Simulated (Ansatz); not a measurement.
SnO (litharge type, space group P4/nmm)

```yaml
crystal:
  lattice:
    - [3.83618, 0.00000, 0.00000]
    - [0.00000, 3.83618, 0.00000]
    - [0.00000, 0.00000, 4.75736]
  atoms:
    - { symbol: Sn, position: [0.50000, 0.00000, 0.24343] }
    - { symbol: Sn, position: [0.00000, 0.50000, 0.75657] }
    - { symbol: O, position: [0.00000, 0.00000, 0.00000] }
    - { symbol: O, position: [0.50000, 0.50000, 0.00000] }
```

In this cell atom 3 (O, nearest neighbour Sn at 2.241 Å; its periodic images, 3.8 Å or more away, move with it) is moved by s along Cartesian [110], unit vector (0.707, 0.707, 0.000); all other atoms and the cell stay fixed.

These are PBE-D3(BJ) (plane waves to 420 eV, PAW, scalar-relativistic; Ansatz, a quantum-chemistry and plane-wave program) values and carry that method's errors. k mesh 10×10×8 (Γ-centred), Fermi-Dirac smearing 0.05 eV. The energy includes the smearing's −TS. With partly filled bands, energies and forces of such displacements shift with the k mesh and the smearing. F∥ is the force on the atom along that direction. At this level the bands of SnO touch or barely overlap; measurements give the solid a gap. SnO was relaxed with its symmetry unable to fall. The PAW data are Ansatz's earlier set. The zero of ΔE is the undisplaced structure.

| s (Å) | F∥ (eV/Å) | ΔE (eV/cell) |
|---|---|---|
| -0.450 | 4.142 | 0.857 |
| -0.360 | 3.130 | … |
| -0.270 | 2.231 | … |
| -0.180 | 1.427 | 0.126 |
| -0.090 | 0.695 | 0.031 |
| 0.000 | 0.000 | 0.000 |
| 0.090 | -0.695 | 0.031 |
| 0.180 | -1.427 | 0.126 |
| 0.270 | -2.231 | … |
| 0.360 | -3.130 | … |
| 0.450 | -4.142 | 0.857 |

Task: Fill in the missing entries.

Result: 
- -0.360, ΔE (eV/cell): 0.531
- -0.270, ΔE (eV/cell): 0.290
- 0.270, ΔE (eV/cell): 0.290
- 0.360, ΔE (eV/cell): 0.531

(For displaced atoms, the force is minus the slope of the energy, and its curvature is a force constant, which sets phonon frequencies.)
